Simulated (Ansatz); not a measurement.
A distorted cell of CoO (rock salt):

```xyz
2
Lattice="0.0000 2.0672 2.1224 2.0672 0.0000 2.1224 2.0672 2.0672 0.0000" Properties=species:S:1:pos:R:3 pbc="T T T"
O      0.0000     0.0000     0.0000
Co     2.0672     2.0672     2.1224
```

These are PBE (plane waves to 420 eV, PAW, scalar-relativistic; Ansatz, a quantum-chemistry and plane-wave program) values and carry that method's errors. k mesh 19×19×19 (Γ-centred), Fermi-Dirac smearing 0.05 eV. Energies are smeared free energies. Stress and pressure are positive under compression. With partly filled bands, the response to shear is sensitive to the k mesh, so small differences along c/a are uncertain. CoO is run spin-polarised and with no Hubbard U; the real compound is an antiferromagnetic insulator, a state that this run doesn't describe. CoO was relaxed with its symmetry unable to fall. Relaxed CoO ends ferromagnetic. Other magnetic orders were not checked, so this need not be the ground state.

Problem. Give the stress tensor in GPa and the pressure.

Solution. 
```
   10.3      0.0      0.0
    0.0     10.3      0.0
    0.0      0.0      8.7
```
The pressure, a third of the trace, is 9.8 GPa.

Problem. It is the relaxed cell deformed to V/V₀ = 0.947, (c/a)/(c/a)₀ = 1.027, c along z, fractional positions held. What is its energy relative to the relaxed cell?

Solution. 16 meV/atom.

(Under strain, the slope of the energy per volume gives the stress and its curvature an elastic modulus.)
